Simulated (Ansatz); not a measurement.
# KCaF$_{3}$: from a starting cell to a relaxed one

The start is a generated trial cell of KCaF3 in the GdFeO3 structure type. The cell and all atomic positions are relaxed at zero pressure with PBEsol (plane waves to 420 eV, PAW, scalar-relativistic; Ansatz, an electronic-structure program). The first steps use a coarse 3×2×3 k-mesh.

The start:
```
CELL_PARAMETERS angstrom
      6.19646     0.00000     0.00000
      0.00000     8.74319     0.00000
      0.00000     0.00000     6.17577
ATOMIC_POSITIONS crystal
  K  0.48770 0.25000 0.99160
  K  0.98770 0.25000 0.50840
  K  0.51230 0.75000 0.00840
  K  0.01230 0.75000 0.49160
  Ca 0.00000 0.00000 0.00000
  Ca 0.50000 0.50000 0.50000
  Ca 0.00000 0.50000 0.00000
  Ca 0.50000 0.00000 0.50000
  F  0.03130 0.25000 0.05860
  F  0.53130 0.25000 0.44140
  F  0.96870 0.75000 0.94140
  F  0.46870 0.75000 0.55860
  F  0.28800 0.53700 0.21300
  F  0.78800 0.96300 0.28700
  F  0.71200 0.03700 0.78700
  F  0.21200 0.46300 0.71300
  F  0.71200 0.46300 0.78700
  F  0.21200 0.03700 0.71300
  F  0.28800 0.96300 0.21300
  F  0.78800 0.53700 0.28700
```

| Property | Result |
|---|---|
| Largest initial force | 0.19 eV/Å, on F9, F10, F11, F12 (atoms numbered as listed) |
| Outcome | The space group stays Pnma (No. 62) (the run could not lower it); the end is AFLOW prototype AB3C_oP20_62_c_cd_a (as in CaTiO3), with 20 atoms in the primitive cell |
| Volume change | -1.9 %, from 16.73 to 16.42 Å³/atom |
| Band gap at the end | 6.81 eV, direct within 0.03 eV (at Γ) (no spin-orbit coupling) |
| Optimiser moves | 6 |

Final values are on a 5×3×5 k-mesh of the relaxed cell. No spin polarisation in the result.

The run could not lose the symmetry of its start.

The first start was generated by placing the elements on the sites of a structure type. Materials Project lists a structure of KCaF3 in the same space group, Pnma (No. 62); the sites were not compared with it, nor with measured phases.
